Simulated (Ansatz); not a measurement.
Input file for Ansatz (an electronic-structure program):

Ansatz 0.2 input:
```yaml
crystal:
  lattice:
    - [1.74411, 1.006962378, 4.6503126529]
    - [-1.74411, 1.006962378, 4.6503126529]
    - [0.0, -2.013924756, 4.6503126529]
  atoms:
    - { symbol: Ti, position: [0.7639937842, 0.7639937842, 0.7639937842] }
    - { symbol: Ti, position: [0.2360062158, 0.2360062158, 0.2360062158] }
    - { symbol: Si, position: [0.0, 0.0, 0.0] }
kpoints:
  mp_grid: { grid: [14, 14, 14] }
hamiltonian:
  xc: lda
  pseudopotentials: { azcp: { folder: ./paw }, kind: paw }
scf:
  occupations: { method: fermi_dirac, width: 0.1 }
phonons:
  method: dfpt
  response_accuracy: low
  eigenvectors: true
  rigid_motions: translations
```

Output (shortened):

```
Pseudopotential: Ti, paw, valence charge 12
Pseudopotential: Si, paw, valence charge 4
Functional definition: SPW92
Crystal: 3 atoms, lattice volume = 49.003 Å³
Basis set: ecut = 420 eV, 963 PW (Γ), exchange–correlation on 72×72×72 points (8 copies of the dense FFT grid, shifted against one another)
Bands: 18, of which v1, the nominal top of the filled ones, is band 14 counted from 1 (13 counted from 0)
Symmetry: 12 space group operations
k-points: 744 of 2744 (irreducible under 2 space group operations, time reversal used)
SCF iter   1: F=—  HF=-5510.359677 eV  |F-HF|=—  |Δ(HF+E_count)|=         —  Δρ=5.25e-2  dr2=1.71e0  ethr=3.10e-3  ⟨swp⟩=5.1  Hψ=58104  notcnv=0
preconditioner: auto → Kerker (q_TF=auto, 2.485 Å⁻¹)
SCF iter   2: F=—  HF=-5509.987098 eV  |F-HF|=—  |Δ(HF+E_count)|=   3.73e-1  Δρ=1.96e-2  dr2=2.40e-1  ethr=3.10e-3  ⟨swp⟩=2.7  Hψ=27882  notcnv=0
SCF iter   3: F=—  HF=-5509.930122 eV  |F-HF|=—  |Δ(HF+E_count)|=   5.70e-2  Δρ=6.39e-3  dr2=2.16e-2  ethr=8.56e-4  ⟨swp⟩=2.0  Hψ=19987  notcnv=0
SCF iter   4: F=—  HF=-5509.925413 eV  |F-HF|=—  |Δ(HF+E_count)|=   4.71e-3  Δρ=1.26e-3  dr2=1.25e-3  ethr=7.73e-5  ⟨swp⟩=2.1  Hψ=20235  notcnv=0
SCF iter   5: F=—  HF=-5509.925022 eV  |F-HF|=—  |Δ(HF+E_count)|=   3.91e-4  Δρ=2.99e-4  dr2=4.95e-5  ethr=4.45e-6  ⟨swp⟩=2.0  Hψ=17424  notcnv=0
SCF iter   6: F=—  HF=-5509.925013 eV  |F-HF|=—  |Δ(HF+E_count)|=   8.61e-6  Δρ=7.93e-5  dr2=2.47e-6  ethr=1.77e-7  ⟨swp⟩=2.2  Hψ=18544  notcnv=0
SCF iter   7: F=—  HF=-5509.925012 eV  |F-HF|=—  |Δ(HF+E_count)|=   1.15e-6  Δρ=2.18e-5  dr2=2.04e-7  ethr=8.82e-9  ⟨swp⟩=2.0  Hψ=22185  notcnv=0
SCF iter   8: F=—  HF=-5509.925012 eV  |F-HF|=—  |Δ(HF+E_count)|=   1.55e-8  Δρ=4.55e-6  dr2=9.73e-9  ethr=7.27e-10  ⟨swp⟩=3.0  Hψ=22723  notcnv=0
SCF iter  11: F=-5509.925012 eV  HF=-5509.925012 eV  |F-HF|=1.82e-12  |Δ(HF+E_count)|=  7.28e-12  Δρ=3.76e-8  dr2=1.08e-12  ethr=1.00e-12  ⟨swp⟩=5.1  Hψ=53909  notcnv=0
SCF 1 converged in 11 iterations: F = -5509.925012 eV  dr2 = 1.08e-12
DFPT response loops at Γ: preconditioner auto → Kerker (q_TF=auto, 2.485 Å⁻¹) (partly filled bands, converged f_vac=0.000) …
SCF converged after 11 iterations
Free energy (F): -5509.925012 eV
Harris-Foulkes:  -5509.925012 eV  (|F-HF|=1.82e-12)
Internal energy: -5509.869192 eV  (E = F + TS)
E sigma→0 (E₀):  -5509.897102 eV
Entropy (-TS):   -0.055820 eV (-18.607 meV/atom)
Fermi energy:    11.568349 eV
--- Per-component energies (eV) ---
  E_band       = -322.043162
  E_kinetic    = 605.780075
  E_local      = -1988.453849  (includes V_loc(G=0)·N_el)
  E_nonlocal   = 156.156668
  E_hartree    = 798.264390
  E_xc         = -287.955662
  E_vxc        = -340.208942  (∫ρ·V_xc dr)
  E_paw        = -2473.117202  (= ΣΔE_a)
  E_vpaw       = -351.845789  (= ΣTr[D̂ρ^β])
  E_aug_tail   = -0.000116  (compensation charges beyond the density's cutoff)
  E_ewald      = -2321.279728
  E_core_change = 0.736232  (= ΣΔE_core)
  E_smearing   = -0.055820  (= −TS)
  E_closure    = 0.000000  (closes the sum)
  Σ components = -5509.925012   (vs F -5509.925012, Δ=0.00e0)
  [band-id]    e_kinetic+e_local+e_nonlocal+2·e_hartree+e_vxc+e_vpaw+e_augmentation_tail = -322.043173   (vs E_band -322.043162, Δ=-1.03e-5)
--- Band table (eV; the first three rows and the last of 744) ---
  k-point 0: bands = ["-44.3704", "-44.2585", "-21.1121", "-20.9598", "-20.9598", "-20.8094", "-20.8094", "-20.6931", "2.2584", "7.9306", "10.3464", "10.3464", "10.8749", "11.3179", "11.3179", "13.2368", "13.2368", "13.8488"]
  k-point 1: bands = ["-44.3686", "-44.2593", "-21.1084", "-20.9661", "-20.9614", "-20.8140", "-20.8103", "-20.6948", "2.3376", "7.9877", "10.1453", "10.3638", "10.9710", "11.2960", "11.3666", "13.1519", "13.2504", "13.7848"]
  k-point 2: bands = ["-44.3635", "-44.2619", "-21.0984", "-20.9833", "-20.9659", "-20.8262", "-20.8126", "-20.7004", "2.5691", "8.1510", "9.7590", "10.4106", "11.0427", "11.2321", "11.5071", "12.9401", "13.2946", "13.6581"]
  k-point 743: bands = ["-44.3589", "-44.2701", "-21.0175", "-20.9458", "-20.9458", "-20.8240", "-20.8240", "-20.7948", "2.9075", "6.5454", "10.8306", "11.1678", "11.1678", "11.7330", "11.7330", "12.3823", "12.3823", "13.1685"]
--- Phonons (Γ-DFPT): 4 representative perturbations + reference, on 744 of 2744 k-points (Σ response iterations 12) ---
  ASR residual: 1.022e-3 → 0.000e0 eV/Å²; symmetrization residual: 8.816e-5 eV/Å²
  ASR residual per site (eV/Å²): 1.02e-3 1.02e-3 2.22e-5
  Γ frequencies (cm⁻¹): 0.00 0.00 0.00 251.38 251.38 313.91 400.59 421.46 421.46
  non-analytic LO–TO correction: not included (Born effective charges unavailable; polar crystals: no LO–TO splitting at Γ)
```

Cost: about 4 core-minutes (a rough figure) on shared cores.

Space group R-3m. The start of the workflow was typed in or built on a structure type; neither database checked (COD, Materials Project) lists it. Whether it is the stable phase at ambient conditions was not checked. The LDA relaxation kept the symmetry of its start; whether a distortion lowers the energy is not shown. No spin polarisation was allowed. The volume moved by -44 % from the start of the relaxation. As this level gives no gap, phonon frequencies hold no LO–TO term and depend on the k-mesh and smearing (Fermi–Dirac, 0.1 eV here).

Potentials: the earlier of the program's two PAW sets. The files were generated under PBE; for other functionals the program regenerates the frozen cores, and for LDA and PBEsol the local potential too.

Ansatz is a plane-wave DFT program.
